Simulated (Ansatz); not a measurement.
The relaxed structure here is a generated cell of ZrN: the first start was made by placing the elements on the sites of a structure type, and the end was not matched to a known phase here, so it may be hypothetical. Known forms of ZrN include space group No. 225.

The end point of a relaxation of ZrN. Computed with PBEsol (plane waves to 420 eV, PAW, scalar-relativistic; Ansatz, a quantum-chemistry and plane-wave program).

```xyz
2
Lattice="2.8074 0.0000 0.0000 0.0000 2.8074 0.0000 0.0000 0.0000 2.8074" Properties=species:S:1:pos:R:3 pbc="T T T"
Zr     1.4037     1.4037     1.4037
N      0.0000     0.0000     0.0000
```

Q: Determine the symmetry and give the standard cell with its independent sites.

A: Space group Pm-3m (No. 221); a = b = c = 2.807 Å, α = β = γ = 90.00°

```json
[
 {"atom": "Zr", "site": "1b", "symmetry": "m-3m", "x": "0.5000", "y": "0.5000", "z": "0.5000"},
 {"atom": "N", "site": "1a", "symmetry": "m-3m", "x": "0.0000", "y": "0.0000", "z": "0.0000"}
]
```

This is the CsCl type.

Q: Give the shortest distances between elements (the closest pairs, up to four, under 3.6 Å).

A: N–Zr 2.43 Å; Zr–Zr 2.81 Å; N–N 2.81 Å.

| Item | Value |
|---|---|
| Volume per atom | 11.06 Å³ |
| Band gap | no gap (metallic) |

No spin polarisation in the result. The relaxed primitive cell holds an odd number of electrons. A magnetic state may lie lower.

The run could not lose the symmetry of its start, so the end can be a saddle point.

All atoms sit on sites fixed by symmetry, so only the cell could relax.
